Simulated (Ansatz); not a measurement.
**BP with a P vacancy: which input changes reach the field gradients?**

Cell: a supercell of BP (zinc blende type, F-43m) built from a Materials Project structure (computed, not necessarily an observed phase), with all atoms left at the host's positions.

Space group F-43m (No. 216); a = 13.5964 Å.

```csv
site,Wyckoff,site symmetry,x,y,z
B1,4a,-43m,0.0000,0.0000,0.0000
B2,48h,..m,0.1667,0.0000,0.1667
B5,16e,.3m,0.3333,0.8333,0.1667
B9,16e,.3m,0.6667,0.6667,0.3333
B15,24f,2.mm,0.5000,0.6667,0.5000
P28,48h,..m,0.4167,0.7500,0.4167
P31,16e,.3m,0.5833,0.5833,0.4167
P35,16e,.3m,0.9167,0.4167,0.5833
P41,24g,2.mm,0.7500,0.4167,0.7500
```

One atom of each set is listed; the run and its k-mesh use a cell of 53 atoms with edges of 9.61, 9.61, 9.61 Å.

Reference run. Method: Kohn–Sham DFT in Ansatz, PBE, plane waves and PAW, scalar-relativistic, 420 eV cutoff, Γ-centred 3×3×3 k-points, Fermi–Dirac smearing 0.01 eV, cell charge +3.

It gives V_zz (10²¹ V/m²) B5 2.41 (η 0.00), P28 0.98 (η 0.11), among others. Each of these runs changes the input as listed (caps on SCF iterations aside):

A. scf.convergence.dr2_threshold: not typed → 1e-05; hamiltonian.pseudopotentials: {kind: paw} → {kind: paw, source: ansatz}
B. basis.ecutwfc: not typed → 25.7 Ry; hamiltonian.xc: pbe → lda; kpoints.mp_grid.grid: [3, 3, 3] → [4, 4, 4]

(1) Which of these changes matter for the gradients?

Results:

(1) 

```tsv
run	B5 V_zz (η)	P28 V_zz (η)	largest change of a gradient tensor, all atoms	note
A	2.55 (0.00)	0.98 (0.12)	0.13	converged; another set of PAW files; cutoff taken 710 eV
B	2.39 (0.00)	1.01 (0.12)	0.05	converged; another functional; cutoff below the recommended one
```

Run A moves them most, on B5 (V_zz from 2.41 to 2.55).

Run A changes scf.convergence.dr2_threshold, hamiltonian.pseudopotentials together, so the table can't tell their shares apart.

Run B changes basis.ecutwfc, hamiltonian.xc, kpoints.mp_grid.grid together, so the table can't tell their shares apart.

On the reference run: The run isn't spin-polarised, and a state with spin may lie lower. The defect repeats with the cell of 53 atoms, so it feels its images: sites between two images don't show the values beside a lone defect, and zeros or small values of η there can come from the images' arrangement. A uniform background compensates the cell's charge. The defect cell has no gap above 0.1 eV on its mesh, so the values can hang on the smearing and the k-mesh. The neighbours have not yet relaxed around the defect (largest force 0.98 eV/Å), so a real crystal will differ.
